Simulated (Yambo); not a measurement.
BSE-type run in Yambo on a free-standing CaHI monolayer (symmetry P4/nmm, slab cell 20.2 Å high), at zero momentum. PBEsol wavefunctions on a 4×4×1 mesh, a = 3.963 Å, b = 3.963 Å, c = 20.200 Å, α = 90.00°, β = 90.00°, γ = 90.00°.

Yambo input:
```
rim_cut
rim_w
optics
bse
bss
dipoles
em1s
RandQpts= 1000000
RandGvec= 2 Ry
CUTGeo= "slab z"
RandGvecW= 668 mRy
FFTGvecs= 30 Ry
Chimod= "HARTREE"
BSKmod= "SEX"
BSEmod= "resonant"
BSSmod= "hs"
BSENGexx= 10 Ry
BSENGBlk= 3 Ry
% KfnQP_E
 2.708 | 1.0 | 1.0 |
%
% BSEQptR
 1 | 1 |
%
% BSEBands
 21 | 70 |
%
% BEnRange
 0.0 | 13.2 | eV
%
% BDmRange
 0.1 | 0.1 | eV
%
BEnSteps= 264
% BLongDir
 1.0 | 0.0 | 0.0 |
%
BSHayTrs= -0.02
BSSNEig= 48
WRbsWF
% BndsRnXs
 1 | 158 |
%
NGsBlkXs= 3 Ry
% LongDrXs
 1.0 | 1.0 | 0.0 |
%
```

From the report:

The dimension is k points × valence × conduction bands = 16 × 16 × 34 = 8704.
```
   [SLEPC] Approach                          : Krylov-Schur
   [SLEPC] Number of requested eigenvalues   :   48
   [SLEPC] Number of eigenvalues        [NEV]:   48
    [K] Dimension                                    :   8704
    [K] Bands                                        :   21   70
    [K] Exchange res                                 : yes
    [K] Correlation res                              : yes
    [K] W interaction is bare                        : no
    [K] RL vectors exchange                          :  1171
    [K] RL vectors correlation                       :  185
    [W] Matrix size                                  :  185
    [W] Bands                                        :    1  158
    [W] Coulomb Cutoff                               : slab z
    [W] Hxc Kernel                                   : HARTREE
```

Spin-orbit coupling is included.

Geometry relaxed with PBEsol.

This is a model layer cut from the bulk structure; whether it is stable on its own was not checked.
